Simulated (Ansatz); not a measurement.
Moments of WF2 against volume

Computed with DFT PBE+U, scalar-relativistic, plane waves, PAW (Ansatz 0.2.0).

```
W F
1.0
     4.92267    0.00000    0.00000
     0.00000    4.92267    0.00000
     0.00000    0.00000    4.14124
W F
2 4
Direct
  0.00000 0.00000 0.00000
  0.50000 0.50000 0.50000
  0.30970 0.30970 0.00000
  0.69030 0.69030 0.00000
  0.80970 0.19030 0.50000
  0.19030 0.80970 0.50000
```

```json
{
  "plane-wave cutoff": "420 eV",
  "Γ-centred k-mesh": "8×8×8",
  "occupation rule": "Gaussian smearing, 0.1 eV",
  "U_eff on Löwdin-orthogonalised atomic d orbitals": "W 6.2 eV",
  "list of starting moments (μB, in atom order)": "1 -1 0 0 0 0",
  "check for lower electronic states after the SCF": "on"
}
```

The cell is scaled evenly at fixed fractional positions, V₀ being the volume of the cell shown; start: antiferromagnetic in the cell, signs +-. The states are those that the runs reached from these starts; a lower one can exist. Energies are extrapolated to zero smearing.

Site moments are spin moments in atom-centred spheres that scale with the neighbour distance.

```csv
V/V₀,E above lowest (meV/atom),P (GPa),cell moment (μB),site moments (μB)
0.920,28.4,7.5,0.00,"W +1.94, W -1.94"
0.960,6.2,3.3,0.00,"W +2.00, W -2.00"
1.000,0.0,-0.1,0.00,"W +2.06, W -2.06"
1.040,6.4,-2.8,0.00,"W +2.11, W -2.11"
1.100,34.4,-5.9,0.00,"W +2.19, W -2.19"
1.180,96.0,-8.6,0.00,"W +2.29, W -2.29"
```

Cost: 6 runs of about 10 core-minutes in all, on Arm Neoverse V2 (shared hosts).